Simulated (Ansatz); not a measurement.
Ga in space group Cmcm (No. 63; Ga on 8g) at seven volumes, DFT-PBEsol in the program Ansatz with PAW potentials, shape and atoms relaxed at each. One row is withheld.

| V (Å³/atom) | P (GPa) |
|---|---|
| 18.082 | 6.05 |
| 18.678 | 3.70 |
| 19.274 | 1.69 |
| 19.870 | 0.01 |
| 20.466 | ? |
| 21.062 | -2.58 |
| 21.658 | -3.55 |

**Question.** Fit the shown pressures and predict the withheld one.

**Answer.** Third-order Birch–Murnaghan: P = (3/2)B₀(x^(7/2) − x^(5/2))[1 + (3/4)(B′ − 4)(x − 1)] with x = (V₀/V)^(2/3). Least squares on the six rows gives V₀ = 19.877 Å³/atom, B₀ = 50.96 GPa, B′ = 4.81. At V = 20.466, x = 0.9807 and P = -1.39 GPa. The run itself gave -1.41 GPa.

The workflow started from a Materials Project entry (that database holds measured and hypothetical structures alike); the Crystallography Open Database files this formula in space group No. 63, but the cells were not matched. It is not the phase usual at ambient conditions (space group No. 64). Symmetry was held in the PBEsol relaxation; its stability against distortions is not shown here.

Potentials: the earlier of the program's two PAW sets. The files were generated under PBE; for other functionals the program regenerates the frozen cores, and for LDA and PBEsol the local potential too.
